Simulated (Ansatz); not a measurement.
Input file for Ansatz (a quantum-chemistry and plane-wave program):

Ansatz 0.2 input:
```yaml
crystal:
  lattice:
    - [4.2166336402, 0.0, 0.0]
    - [0.0, 4.2166336402, 0.0]
    - [0.0, 0.0, 4.2166336402]
  atoms:
    - { symbol: Sc, position: [0.0, 0.0, 0.0] }
    - { symbol: Mo, position: [0.0, 0.5, 0.5] }
    - { symbol: Mo, position: [0.5, 0.0, 0.5] }
    - { symbol: Mo, position: [0.5, 0.5, 0.0] }
    - { symbol: C, position: [0.5, 0.5, 0.5] }
kpoints:
  mp_grid: { grid: [17, 17, 17] }
hamiltonian:
  xc: r2scan
  pseudopotentials: { kind: paw }
scf:
  occupations: { method: fermi_dirac, width: 0.1 }
elastic: { mode: relaxed_ion, stencil: two_point, amplitude: 0.005, f_tol: 0.0005 }
```

Output (shortened):

```
Pseudopotentials: kind: paw
Pseudopotential: Sc, paw, valence charge 11
Pseudopotential: Mo, paw, valence charge 14
Pseudopotential: C, paw, valence charge 4
Functional definition: r2SCAN
Crystal: 5 atoms, lattice volume = 74.972 Å³
Basis set: ecut = 500 eV, 1935 PW (Γ), exchange–correlation on 128×128×128 points (64 copies of the dense FFT grid, shifted against one another)
Bands: 35, of which v1, the nominal top of the filled ones, is band 29 counted from 1 (28 counted from 0)
Symmetry: 48 space group operations
Space group: Pm-3m (ITA 221), of the structure as read, at distance tolerance 4.2e-5 Å
k-points: 165 of 4913
PAW frozen core: Sc, regenerated for the run's functional
PAW frozen core: Mo, regenerated for the run's functional
PAW frozen core: C, regenerated for the run's functional
Initial wavefunctions: pseudopotential atomic-orbital guess
Eigensolver: davidson
Functional: x = r2scan, c = r2scan; τ floored in thin density (d = 2e-4 eV/Å³)
all-band conjugate gradients solve this SCF's bands
the search or the solves at the SCF's close seem to have found levels that the self-consistency loop had missed (the run counts 2) …
SCF 1 converged in 12 iterations: F = -17294.767910 eV  dr2 = 9.12e-15
Crystal: 5 atoms, lattice volume = 74.972 Å³
Initial density: handed on by an earlier stage of this run
Initial wavefunctions: those handed on with the density
SCF 2 converged in 2 iterations: F = -17294.767910 eV  dr2 = 2.32e-15
density extrapolation: transplant  |δρ|_rms = 5.814e-2 e/Å³  SAD shift = 6.787e-3 e/Å³
Crystal: 5 atoms, lattice volume = 74.597 Å³
Basis set: ecut = 500 eV, 1903 PW (Γ), exchange–correlation on 128×128×128 points (64 copies of the dense FFT grid, shifted against one another)
Symmetry: 16 space group operations
k-points: 405 of 4913
SCF 3 converged in 11 iterations: F = -17294.765749 eV  dr2 = 9.52e-14
density extrapolation: first-order (α = -2.000)  |δρ|_rms = 5.814e-2 e/Å³  SAD shift = 6.731e-3 e/Å³
Crystal: 5 atoms, lattice volume = 75.347 Å³
SCF 4 converged in 9 iterations: F = -17294.766020 eV  dr2 = 3.42e-14
density extrapolation: transplant  |δρ|_rms = 5.814e-2 e/Å³  SAD shift = 3.636e-3 e/Å³
Crystal: 5 atoms, lattice volume = 74.971 Å³
Basis set: ecut = 500 eV, 1915 PW (Γ), exchange–correlation on 128×128×128 points (64 copies of the dense FFT grid, shifted against one another)
Symmetry: 8 space group operations
k-points: 729 of 4913
SCF 5 converged in 12 iterations: F = -17294.767721 eV  dr2 = 1.17e-14
density extrapolation: first-order (α = -2.000)  |δρ|_rms = 5.814e-2 e/Å³  SAD shift = 3.636e-3 e/Å³
Crystal: 5 atoms, lattice volume = 74.971 Å³
SCF 6 converged in 9 iterations: F = -17294.767721 eV  dr2 = 8.85e-15
SCF converged after 2 iterations
Free energy (F): -17294.767910 eV
Harris-Foulkes:  -17294.767910 eV  (|F-HF|=3.64e-12)
Internal energy: -17294.646270 eV  (E = F + TS)
E sigma→0 (E₀):  -17294.707090 eV
Entropy (-TS):   -0.121641 eV (-24.328 meV/atom)
Fermi energy:    16.971468 eV
--- Per-component energies (eV) ---
  E_band       = -420.704028
  E_kinetic    = 1670.589562
  E_local      = -3493.744872  (includes V_loc(G=0)·N_el)
  E_nonlocal   = 534.679308
  E_hartree    = 1170.190773
  E_xc         = -683.085289
  E_vxc        = -976.239879  (∫ρ·V_xc dr)
  E_paw        = -10715.701725  (= ΣΔE_a)
  E_vpaw       = -560.366477  (= ΣTr[D̂ρ^β])
  E_aug_tail   = 0.000015  (compensation charges beyond the density's cutoff)
  E_vtau       = 63.996767  (kinetic-family band-sum trace: ∫τ·v_τ [+ j·A + Jᵃ·Aᵃ] dr)
  E_ewald      = -5776.647165
  E_core_change = -0.926877  (= ΣΔE_core)
  E_smearing   = -0.121641  (= −TS)
  E_closure    = 0.000000  (closes the sum)
  Σ components = -17294.767910   (vs F -17294.767910, Δ=0.00e0)
--- Forces (eV/Å), atoms counted from 1 ---
  atom   1  Sc     0.00000000     0.00000000     0.00000000
  atom   2  Mo     0.00000000     0.00000000     0.00000000
  atom   3  Mo     0.00000000     0.00000000     0.00000000
  atom   4  Mo     0.00000000     0.00000000     0.00000000
  atom   5  C      0.00000000     0.00000000     0.00000000
  max |Σ_I F_I| component: 0.0 eV/Å
--- Stress (GPa, compression-positive) ---
        0.047466       0.000000       0.000000
        0.000000       0.047466       0.000000
        0.000000       0.000000       0.047466
  P = ⅓ Tr σ = 0.0475 GPa (0.475 kbar)
  The stress holds the Pulay correction. Without it, at fixed plane waves, as pw.x and ABINIT print it: P = -0.0413 GPa
  The stress includes an estimate of the error left by incomplete SCF convergence (largest component 0.0000 GPa).
--- Band table (eV; the first three rows and the last of 165) ---
  k-point 0: bands = ["-45.8814", "-45.7416", "-45.7416", "-33.8802", "-19.5301", "-19.5301", "-19.5301", "-19.0638", "-19.0638", "-19.0638", "-18.9139", "-18.9139", "-18.9139", "-11.5463", "-11.5463", "-11.5463", "3.2852", "11.1100", "13.0969", "13.0969", …
  k-point 1: bands = ["-45.8804", "-45.7426", "-45.7416", "-33.8802", "-19.5273", "-19.5273", "-19.5255", "-19.0647", "-19.0647", "-19.0642", "-18.9194", "-18.9159", "-18.9159", "-11.5475", "-11.5466", "-11.5466", "3.3144", "11.1462", "13.1118", "13.1329", …
  k-point 2: bands = ["-45.8772", "-45.7458", "-45.7415", "-33.8803", "-19.5188", "-19.5188", "-19.5118", "-19.0676", "-19.0676", "-19.0653", "-18.9358", "-18.9216", "-18.9216", "-11.5512", "-11.5477", "-11.5477", "3.4001", "11.2527", "13.1510", "13.2393", …
  k-point 164: bands = ["-45.7883", "-45.7871", "-45.7871", "-33.8792", "-19.8985", "-19.3835", "-19.3832", "-19.3832", "-18.9703", "-18.9703", "-18.8720", "-18.8720", "-18.8713", "-11.5536", "-11.5530", "-11.5530", "6.7850", "9.9686", "9.9686", "9.9965", …
  band table: 35 of 35 bands, residual norms ≤ 1.0e-3 eV
--- Elastic constants: 2 strain directions × 2 members + reference (group order 48) ---
  dense FFT box of the reference and of every strained cell: 32×32×32
  strains applied: 11, 23; error gains: componentwise 1.00 (the most a stress slope's error grows in a printed constant), spectral 1.73 (1 for all six strains …
  C = ∂σ_k/∂η_j (tension-positive GPa; Voigt order 11 22 33 23 13 12):
       346.168    158.468    158.468      0.000      0.000      0.000
       158.468    346.168    158.468      0.000      0.000      0.000
       158.468    158.468    346.168      0.000      0.000      0.000
         0.000      0.000      0.000     32.045      0.000      0.000
         0.000      0.000      0.000      0.000     32.045      0.000
         0.000      0.000      0.000      0.000      0.000     32.045
  reference stress σ⁰ (GPa):     -0.047     -0.047     -0.047      0.000      0.000      0.000
  moduli (Voigt/Reuss/Hill, GPa): K = 221.03/221.03/221.03   G = 56.77/43.51/50.14   E = 139.84   ν = 0.395
  mechanically stable: yes (min eigenvalue of sym C = 32.05 GPa)
  strain η (Voigt 11):  stress-route row diagonal C_11 = 346.17 GPa, energy-path curvature d²(F+E_count+ΔE)/dδ²/Ω₀ = 346.18 GPa
         δ    σ_11 (GPa)             F (eV)   n_scf  n_hpsi   n_pw
    -5.000e-3      -1.8078      -17294.7657491      11  302917   1920   relax 0 steps, max|allowed force component| 0.0 eV/Å
     5.000e-3       1.6539      -17294.7660204       9  266887   1935   relax 0 steps, max|allowed force component| 0.0 eV/Å
  strain η (Voigt 23):  stress-route row diagonal C_44 = 32.05 GPa, energy-path curvature d²(F+E_count+ΔE)/dδ²/Ω₀ = 32.05 GPa
         δ    σ_23 (GPa)             F (eV)   n_scf  n_hpsi   n_pw
    -5.000e-3      -0.1602      -17294.7677210      12  571764   1932   relax 0 steps, max|allowed force component| 0.0 eV/Å
     5.000e-3       0.1602      -17294.7677210       9  450346   1932   relax 0 steps, max|allowed force component| 0.0 eV/Å
```

Cost: very roughly 9 core-minutes on shared cores.

The start of the workflow was typed in or built on a structure type; neither database checked (COD, Materials Project) lists it. Whether it is the stable phase at ambient conditions was not checked. The cell was relaxed with r²SCAN under the symmetry of its start; its stability against distortions is not shown here. No spin polarisation was allowed. As this level gives no gap, shear constants depend on the k-mesh and smearing (Fermi–Dirac, 0.1 eV here). Scalar-relativistic: spin–orbit coupling is off unless named, which matters more the heavier the elements.

Potentials: the later of the program's two PAW sets.

Ansatz is a plane-wave DFT program.
